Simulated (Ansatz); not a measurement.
All numbers below come from DFT PBE, scalar-relativistic, plane waves, PAW (Ansatz). Settings: cutoff 420 eV, Γ-centred meshes spaced at most about 0.3 Å⁻¹, and about 0.25 Å⁻¹ or finer for metals (2π included), Gaussian smearing. No spin polarisation in the final relaxations.

All energies are static (0 K, no zero-point motion).

Two relaxed structures of Mo3W:

A.

```yaml
crystal:
  lattice:
    - [0.00000, 3.16598, 3.16598]
    - [3.16598, 0.00000, 3.16598]
    - [3.16598, 3.16598, 0.00000]
  atoms:
    - { symbol: Mo, position: [0.25000, 0.25000, 0.25000] }
    - { symbol: Mo, position: [0.75000, 0.75000, 0.75000] }
    - { symbol: Mo, position: [0.50000, 0.50000, 0.50000] }
    - { symbol: W, position: [0.00000, 0.00000, 0.00000] }
```

B.

```yaml
crystal:
  lattice:
    - [5.05358, 0.00000, 0.00000]
    - [0.00000, 5.05358, 0.00000]
    - [0.00000, 0.00000, 5.05358]
  atoms:
    - { symbol: Mo, position: [0.25000, 0.00000, 0.50000] }
    - { symbol: Mo, position: [0.50000, 0.75000, 0.00000] }
    - { symbol: Mo, position: [0.75000, 0.00000, 0.50000] }
    - { symbol: Mo, position: [0.50000, 0.25000, 0.00000] }
    - { symbol: Mo, position: [0.00000, 0.50000, 0.75000] }
    - { symbol: Mo, position: [0.00000, 0.50000, 0.25000] }
    - { symbol: W, position: [0.00000, 0.00000, 0.00000] }
    - { symbol: W, position: [0.50000, 0.50000, 0.50000] }
```

Question: Which form is favoured at zero pressure, and by what margin per atom?

Answer: A is lower, by 89 meV/atom. A has the BiF3 (D0_3) type, space group Fm-3m (No. 225), 15.9 Å³/atom and no gap on its mesh; B has the A15 type, space group Pm-3n (No. 223), 16.1 Å³/atom and no gap. Counting all near atoms (those within 1.25 times the shortest distance at each site; a plus sign parts nearer from farther groups), A has Mo 8+6, W 8+6 and B has Mo 2+12, W 12. Both come from invented guesses.

Spin–orbit coupling, which can matter for W, is left out. Cells relaxed within their symmetry can be saddle points.
